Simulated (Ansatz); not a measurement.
SnAu5:
```
CELL_PARAMETERS angstrom
      2.57294     1.48549     4.81049
     -2.57294     1.48549     4.81049
      0.00000    -2.97098     4.81049
ATOMIC_POSITIONS crystal
  Sn 0.00000 0.00000 0.00000
  Au 0.66988 0.66988 0.66988
  Au 0.33012 0.33012 0.33012
  Au 0.50000 0.17187 0.82813
  Au 0.82813 0.50000 0.17187
  Au 0.17187 0.82813 0.50000
```

Relaxed with r²SCAN.

Question: Map the valence electron density (e/Å³), cut off at 5 on the plane through (0.000, 0.000, 0.000) spanned by u = [1, -1, 0] and v = [1, 0, -1] in lattice vectors, from the program Ansatz at the r²SCAN level (PAW).

Answer: x is the fraction of u, y of v (the angle between them is 60°; rows are the nearest grid lines); atoms in the plane: Sn at (0.00, 0.00), Au at (0.33, 0.33), Au at (0.67, 0.67).
```
y \ x   0.000  0.0769  0.192  0.269  0.346  0.462  0.538  0.654  0.731  0.808  0.923   1.00
------  -----  ------  -----  -----  -----  -----  -----  -----  -----  -----  -----  -----
1.00     5.00    5.00  0.516  0.199  0.176  0.229  0.231  0.182  0.212  0.520   5.00   5.00
0.923    5.00    5.00  0.897  0.264  0.203  0.362  0.457  0.288  0.209  0.269   2.17   5.00
0.846    1.27    2.17  0.729  0.290  0.252  0.810   2.07   1.38  0.503  0.255  0.424   1.27
0.769   0.277   0.424  0.362  0.236  0.236   1.24   5.00   5.00   3.08  0.579  0.212  0.277
0.692   0.169   0.212  0.236  0.196  0.186  0.799   5.00   5.00   5.00   2.38  0.235  0.169
0.615   0.193   0.235  0.338  0.281  0.198  0.357   2.06   5.00   5.00   4.88  0.362  0.193
0.538   0.229   0.362   1.10   1.09  0.549  0.231  0.457   3.90   5.00   3.90  0.457  0.229
0.462   0.231   0.457   3.90   5.00   3.90  0.457  0.229  0.557   1.10   1.09  0.357  0.231
0.385   0.194   0.357   4.88   5.00   5.00   2.07  0.362  0.194  0.282  0.338  0.238  0.194
0.308   0.179   0.238   2.37   5.00   5.00   5.00  0.810  0.182  0.188  0.231  0.220  0.179
0.231   0.288   0.220  0.577   3.08   5.00   5.00   1.24  0.233  0.229  0.356  0.429  0.288
0.154    1.26   0.429  0.252  0.506   1.39   2.06  0.799  0.255  0.287  0.729   2.17   1.26
0.0769   5.00    2.17  0.264  0.203  0.289  0.457  0.357  0.209  0.269  0.896   5.00   5.00
0.000    5.00    5.00  0.516  0.199  0.176  0.229  0.231  0.182  0.212  0.520   5.00   5.00
```

The density is the valence pseudo-density with augmentation charge, so density and ELF within about 1 Å of a nucleus are not all-electron values.

Space group R32. The workflow started from a Materials Project entry (that database holds measured and hypothetical structures alike); the Crystallography Open Database files this formula in space group No. 155, but the cells were not matched. Whether it is the stable phase at ambient conditions was not checked. The r²SCAN relaxation kept the symmetry of its start; whether a distortion lowers the energy is not shown. Scalar-relativistic: spin–orbit coupling is off unless named, which matters more the heavier the elements.

Potentials: the later of the program's two PAW sets.
